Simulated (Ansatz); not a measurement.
Stress against strain in TaGa3

```xyz
4
Lattice="-1.8980 1.8980 4.3520 1.8980 -1.8980 4.3520 1.8980 1.8980 -4.3520" Properties=species:S:1:pos:R:3 pbc="T T T"
Ta    0.0000    0.0000    0.0000
Ga    0.0000    1.8980    2.1760
Ga    1.8980    0.0000    2.1760
Ga    0.0000    0.0000    4.3520
```

Atoms are numbered in the order listed.

The cell is COD entry 1522718, as deposited and not checked against the literature; nothing was relaxed.

No spin–orbit coupling, which matters for the heavy atoms here.

All numbers below come from Ansatz 0.2.0, DFT, PBEsol, all-electron LAPW, scalar-relativistic.

Sampling and basis: a Γ-centred 14×14×14 k mesh, Fermi–Dirac smearing of 0.05 eV, basis error target 1 meV/atom, no spin polarisation.

The strain is applied along the Cartesian axes of the cell as listed (the other components stay zero). Fractional coordinates are held (clamped ions).

σ is the change of stress from the unstrained cell, which is at -2.42 GPa; tension is positive, so slopes are stress–strain coefficients at that pressure. In a metal the k mesh adds noise.

Only quantities that a quadratic follows smoothly over the whole series are listed; rougher ones are left out.

| εxx = εyy | σzz (GPa) | σxx (GPa) |
| --- | --- | --- |
| -0.0200 | -2.56 | -7.70 |
| 0.0000 | 0.00 | 0.00 |
| 0.0100 | 1.15 | 3.16 |
| 0.0200 | 2.22 | 5.94 |

Question: Fit the series and read off the stiffness at zero strain.

Answer: Least-squares fits y = p0 + p1 x + p2 x² to the rows give σzz (GPa): p1 = 119, p2 = -420; σxx (GPa): p1 = 341, p2 = -2200. So C13 + C23 = 119 GPa and C11 + C12 = 341 GPa, for these axes.

Question: One run, at εxx = εyy = -0.0100, is withheld. Predict its row.

Answer: The fits give -1.24, -3.64; the run gave -1.24, -3.59.
